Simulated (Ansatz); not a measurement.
# ReF3 in the ReO3-type structure

Level of theory: DFT, PBEsol, scalar-relativistic, collinear spin; plane waves to 420 eV with PAW datasets (Ansatz 0.2.0), 8×8×8 k-mesh, Gaussian smearing of 0.05 eV; PAW files: Ansatz's generated set soft_2.

```cif
data_structure
_symmetry_space_group_name_H-M 'Pm-3m'
_symmetry_Int_Tables_number 221
_cell_length_a 4.0210
_cell_length_b 4.0210
_cell_length_c 4.0210
_cell_angle_alpha 90.000
_cell_angle_beta 90.000
_cell_angle_gamma 90.000
_cell_volume 65.01
loop_
_atom_site_label
_atom_site_type_symbol
_atom_site_symmetry_multiplicity
_atom_site_Wyckoff_symbol
_atom_site_fract_x
_atom_site_fract_y
_atom_site_fract_z
_atom_site_occupancy
Re1 Re 1 a 0.00000 0.00000 0.00000 1
F1 F 3 d 0.50000 0.00000 0.00000 1
```

The start was a prototype's sites filled with these elements, not a measured cell. The ideal cubic cell shuts out tilts of the octahedra, which such structures often take.

Magnetic state: ferromagnetic, site spin moments Re 0.97; F 0.09 μB.

**Question.** Which orbitals carry the states at the Fermi level, and how many states are there?

**Answer.** Within 0.1 eV of it: Re 5d 84 %, F 2p 16 % (shares among the projected shells). The density of states at the Fermi level is about 2.2 states/eV per cell, averaged over 0.3 eV.

Density of states (tetrahedra, averaged over 0.5 eV; states/eV per cell of 4 atoms; energy in eV from the Fermi level; projections on Löwdin-orthogonalised atomic orbitals, summed over sites):

```tsv
E	total	F 2p	Re 5d up	Re 5d down	Re 6s	F 2s
-6.60	7.1	7.1	0.0	0.0	0.0	0.0
-6.10	2.2	2.2	0.0	0.0	0.0	0.0
-5.60	0.0	0.0	0.0	0.0	0.0	0.0
-5.10	0.0	0.0	0.0	0.0	0.0	0.0
-4.60	0.0	0.0	0.0	0.0	0.0	0.0
-4.10	0.0	0.0	0.0	0.0	0.0	0.0
-3.60	0.0	0.0	0.0	0.0	0.0	0.0
-3.10	0.0	0.0	0.0	0.0	0.0	0.0
-2.60	0.0	0.0	0.0	0.0	0.0	0.0
-2.10	0.7	0.0	0.7	0.0	0.0	0.0
-1.60	1.0	0.1	0.9	0.0	0.0	0.0
-1.10	2.2	0.3	1.6	0.3	0.0	0.0
-0.60	2.4	0.4	1.2	0.8	0.0	0.0
-0.10	2.2	0.4	0.6	1.2	0.0	0.0
0.40	2.5	0.3	0.3	1.7	0.0	0.0
0.90	2.0	0.3	0.6	1.0	0.0	0.1
1.40	1.5	0.1	0.4	0.7	0.1	0.1
1.90	1.3	0.1	0.3	0.5	0.2	0.1
2.40	1.2	0.1	0.3	0.4	0.2	0.1
2.90	1.1	0.2	0.3	0.3	0.2	0.1
3.40	1.1	0.2	0.3	0.3	0.2	0.1
3.90	1.2	0.2	0.3	0.3	0.2	0.0
```

Scalar-relativistic only: spin–orbit splittings of the heavy atoms' levels are missing. The run wasn't fully tested for a lower electronic state. Site moments are of spin, integrated over atomic spheres. Compounds of this kind are often insulators, so the metal found may come from the functional, which lacks a U or exact exchange, or from the structure. No antiparallel order was tried.
